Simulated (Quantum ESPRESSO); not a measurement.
**Kohn-Sham bands of CsPbCl3 (R32)**

```
CELL_PARAMETERS angstrom
      4.00316     2.31122     3.29556
     -4.00316     2.31122     3.29556
      0.00000    -4.62245     3.29556
ATOMIC_POSITIONS crystal
  Cs 0.50000 0.50000 0.50000
  Pb 0.00000 0.00000 0.00000
  Cl 0.50000 0.01860 0.98140
  Cl 0.98140 0.50000 0.01860
  Cl 0.01860 0.98140 0.50000
```

Materials Project entry mp-675022; symmetrised, unrelaxed at this level. Not found in the COD (Crystallography Open Database) copy used, which has the formula in other groups; not checked further. Method: PBEsol plane waves in Quantum ESPRESSO 7.5 (PseudoDojo norm-conserving files, 50 Ry, no spin polarisation, no spin-orbit coupling), Bloch states on a 6×6×6 mesh through Γ, Wannier90 4.0.1. Density: 6×6×6 mesh, cold smearing 0.01 Ry. Spin-orbit coupling is left out although heavy elements are present.

Question: List the Kohn-Sham levels between −8 and 5.0 eV relative to the valence-band maximum at the high-symmetry points, as a band run of pw.x on that density gives them (levels within 2 meV counted together).

Answer: 
```tsv
point	k (reciprocal lattice)	levels (eV)
Γ	0.000 0.000 0.000	-7.85 (×2), -7.84, -6.56, -4.28, -4.26 (×2), -2.28 (×2), -2.26, -2.19 (×2), -2.17, 3.49, 4.54 (×2)
T	0.500 0.500 0.500	-7.89 (×3), -2.84, -2.83 (×2), -2.45 (×2), -1.91, -1.86 (×2), 0.00, 2.04 (×3)
H_2	0.505 0.495 0.500	-7.89 (×3), -2.84, -2.83 (×2), -2.45 (×2), -1.91, -1.86 (×2), 0.00, 2.04, 2.04, 2.05
H_0	0.500 -0.495 0.495	-7.89 (×3), -2.84, -2.83 (×2), -2.45 (×2), -1.91, -1.86 (×2), 0.00, 2.04, 2.04, 2.05
L	0.500 0.000 0.000	-7.84, -7.83, -7.83, -7.40, -4.20 (×2), -2.82, -2.48, -2.39, -2.30, -2.27, -2.26, -1.49, 3.02, 4.85
S_0	0.497 -0.497 0.000	-7.86 (×2), -7.82, -4.07, -3.05, -2.55, -2.50, -2.46, -2.44, -2.38, -1.88, -0.74, 2.57, 2.59, 4.90
S_2	0.503 0.000 0.497	-7.86 (×2), -7.82, -4.07, -3.05, -2.55, -2.50, -2.46, -2.44, -2.38, -1.88, -0.74, 2.57, 2.59, 4.90
F	0.500 0.000 0.500	-7.86 (×2), -7.82, -4.07, -3.05, -2.54, -2.50, -2.46, -2.44, -2.38, -1.88, -0.74, 2.57, 2.59, 4.90
```
